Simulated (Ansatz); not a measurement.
Values for one crystal, relaxed and computed with LDA (plane waves, PAW; program Ansatz); other levels are named.

```yaml
volume_per_atom: 11.27 Å³
band_gap: 1.75 eV (smallest direct gap 1.77 eV)
hole_effective_mass: 2.0, 2.8, 7.3 mₑ (principal values)
zone_centre_stability: no imaginary mode at Γ
Static dielectric constant ε0 (ions relaxed, cell fixed): 6.30 (xx = yy), 7.41 (zz)
electron_effective_mass: 1.8, 3.2, 5.4 mₑ (principal values)
Electronic dielectric constant ε∞ (DFPT): 3.96 (xx = yy), 4.32 (zz)
```

### Question
Pick the material that matches.
(A) Rb2NbCuSe4, Fddd (Rb on 16g, Nb on 8a, Cu on 8b, Se on 32h)
(B) ZnPdF6, R-3 (Zn on 3b, Pd on 3a, F on 18f)
(C) BeTe, zinc blende
(D) RbTcO4, I4_1/a (Rb on 4a, Tc on 4b, O on 16f)

### Answer
B, ZnPdF6, R-3 (Zn on 3b, Pd on 3a, F on 18f)

The workflow started from a Materials Project entry (that database holds measured and hypothetical structures alike); the Crystallography Open Database files this formula in space group No. 148, but the cells were not matched. Whether it is the stable phase at ambient conditions was not checked. The LDA relaxation kept the symmetry of its start. The run is not spin-polarised. Spin–orbit coupling is left out wherever it is not named.

Potentials: the later of the program's two PAW sets.
